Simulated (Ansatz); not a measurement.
TiB2:
```
TiB2
1.0
   -1.58211     1.58211     2.98136
    1.58211    -1.58211     2.98136
    1.58211     1.58211    -2.98136
Ti B
1 2
Cartesian
  0.00000   0.00000   0.00000
  0.00000   0.00000   2.19393
  0.00000   0.00000   3.76878
```

This is the PBEsol-relaxed structure.

Q: All from the program Ansatz at the PBEsol level (PAW), unless another level is named. Estimate the electronic character.

A: metallic (no gap).

Q: Give the density of states at the Fermi level.

A: 0.43 states/eV per atom (mean over ±0.08 eV).

Q: What about the formation energy from the elements (no fitted shifts)?

A: 124 meV/atom.

Space group I4/mmm (MoSi2 or CaC2 type). A made-up cell: these elements were put on the sites of a structure type; neither database checked (COD, Materials Project) lists it. It is not the phase usual at ambient conditions (space group No. 191). Symmetry was held in the PBEsol relaxation; its stability against distortions is not shown here. The run is not spin-polarised. The references are the lowest solids computed at this level, not always the standard phases.

Potentials: the later of the program's two PAW sets.
